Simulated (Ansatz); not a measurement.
IrW in space group Cmcm (No. 63; W on 4c, Ir on 4c) at seven volumes, plane-wave PAW PBEsol (Ansatz code), shape and atoms relaxed at each. One row is withheld.

```tsv
V (Å³/atom)	P (GPa)
13.657	40.45
14.107	24.65
14.557	?
15.008	0.00
15.458	-9.47
15.908	-17.34
16.358	-23.98
```

Question: Fit the shown pressures and predict the withheld one.

Answer: Third-order Birch–Murnaghan: P = (3/2)B₀(x^(7/2) − x^(5/2))[1 + (3/4)(B′ − 4)(x − 1)] with x = (V₀/V)^(2/3). Least squares on the six rows gives V₀ = 15.008 Å³/atom, B₀ = 342.3 GPa, B′ = 4.78. At V = 14.557, x = 1.0205 and P = 11.23 GPa. The run itself gave 11.28 GPa.

The start of the workflow was typed in or built on a structure type; neither database checked (COD, Materials Project) lists it. COD files the formula under space group No. 51. Whether it is the stable phase at ambient conditions was not checked. The PBEsol relaxation kept the symmetry of its start; whether a distortion lowers the energy is not shown. The run is not spin-polarised. Spin–orbit coupling is left out wherever it is not named.

Potentials: the later of the program's two PAW sets.
